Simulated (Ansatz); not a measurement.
## Computed frozen-phonon scan: LiCl (rock salt)

Starting cell, LiCl (rock salt):

```xyz
4
Lattice="0.0000 5.1504 5.1504 2.5752 2.5752 5.1504 2.5752 2.5752 0.0000" Properties=species:S:1:pos:R:3 pbc="T T T"
Cl     0.0000     0.0000     0.0000
Cl     2.5752     5.1504     7.7256
Li     2.5752     7.7256     7.7256
Li     2.5752     5.1504     5.1504
```

A phonon eigenvector at X = (0.5, 0.5, 0.0) is frozen into this cell: atom i moves by Q times the vector below, so Q is the largest atomic displacement, in Å. The cell is held. It is one choice among 2 degenerate patterns. (q is in reciprocal vectors of the primitive cell; the cell shown is doubled to hold the pattern.)

```json
[
 {"atom": "Cl1", "x": "0.000", "y": "-1.000", "z": "0.000"},
 {"atom": "Cl2", "x": "0.000", "y": "1.000", "z": "0.000"},
 {"atom": "Li3", "x": "0.000", "y": "0.951", "z": "0.000"},
 {"atom": "Li4", "x": "0.000", "y": "-0.951", "z": "0.000"}
]
```

All values below come from PBE (plane waves to 420 eV, PAW, scalar-relativistic; Ansatz, a quantum-chemistry and plane-wave program). k mesh 11×11×11 (Γ-centred), Fermi-Dirac smearing 0.05 eV. Energies are smeared free energies. Compression counts positive. LiCl was relaxed with its symmetry unable to fall. The zero of ΔE is the undisplaced structure.

```
Q (Å)   ΔE (meV/cell)  P (GPa)  −dE/dQ from forces (eV/Å)
------  -------------  -------  -------------------------
-0.180           82.4     0.07                      0.938
-0.150           56.8     0.04                      0.771
-0.120           36.1     0.03                      0.609
-0.090           20.2     0.01                      0.452
-0.060            9.0     0.01                      0.299
-0.030            2.2     0.00                      0.149
0.000             0.0     0.00                      0.000
0.030             2.2     0.00                     -0.149
0.060             9.0     0.01                     -0.299
0.090            20.2     0.01                     -0.452
0.120            36.1     0.03                     -0.609
0.150            56.8     0.04                     -0.771
0.180            82.4     0.07                     -0.938
```

What the scan shows:

* **Energy at Q = 0.180 Å**: 82.4 meV/cell
* **Space group of the distorted cell**: Cmcm (No. 63), lowered from Fm-3m
* **Symmetry of the curve**: even: the same for both signs
* **Shape of the curve**: a single well with its minimum at or next to zero displacement
* **Harmonic wavenumber from the curvature (finite differences)**: 127 cm⁻¹
* **Wavenumber by perturbation theory (DFPT, on another k mesh)**: 127 cm⁻¹

(A displaced cell: forces are minus the slopes of the energy, force constants its curvatures, and phonons follow from these.)
